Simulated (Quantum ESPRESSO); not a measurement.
# Planted mistakes on one cell of Al4O4NF

The results below are calculated, not measured. They come from pw.x of Quantum ESPRESSO 7.5, a plane-wave density functional program, with PseudoDojo standard norm-conserving files (v0.5 for PBE, v0.4.1 for LDA and PBEsol). The cells are made up: elements, strain and atom displacements were drawn at random, and nothing was relaxed. There is no spin polarisation, spin-orbit coupling or dispersion term.

The cell has 10 sites of a corundum lattice. Sites 1 to 4 hold Al Al Al Al; sites 5 to 10 hold O O O O N F. Cell vectors in Å: (2.358, 1.290, 4.388); (-2.351, 1.277, 4.388); (-0.008, -2.801, 4.462). Settings: PBE, cutoff 1143 eV, 6 x 6 x 6 k mesh shifted by half a step, Fermi-Dirac smearing of 0.025 eV.

The intended run has a self-consistency threshold of 1e-07 eV, a smearing term of 0.000 eV, a pressure of 18.67 GPa and 12 iterations. Each further run changes one thing: atoms of sites 6 and 10 exchanged; cutoff 607 eV; k mesh 1 x 1 x 1; one electron removed; threshold 0.04 eV. A coarse mesh keeps the shift, and a charged cell sits in a uniform background.

```
run  change of free energy (eV)  smearing term -TS (eV)  change of P (GPa)  largest change of a force component (eV/Å)  iterations
  A                      -9.492                  -0.009             -25.49                                       1.598          12
  B                      -0.115                   0.000               0.63                                       4.041          12
  C                       8.566                   0.000             -64.03                                       0.081          12
  D                       0.008                   0.000               3.70                                       0.058           5
  E                      -1.973                   0.000              -5.24                                       0.764          12
```

A rerun of the intended cell at 1437 eV and k mesh 8 x 8 x 8 moved values by no more than 0.003 eV in the cell's energy, 0.02 GPa in stress and 0.002 eV/Å in force.

Question: which change belongs to which run?

## Worked reading

Run D has the fewest iterations, as a run stopped early does. Run C has a higher energy and the largest fall in pressure, as too small a basis gives. Energies from files of another functional, or of a charged cell, have another zero and say nothing on stability; the pressure of a charged cell rests on the program's zero of potential too.

## Key

```
run,change
A,one electron removed
B,atoms of sites 6 and 10 exchanged
C,cutoff 607 eV
D,threshold 0.04 eV
E,k mesh 1 x 1 x 1
```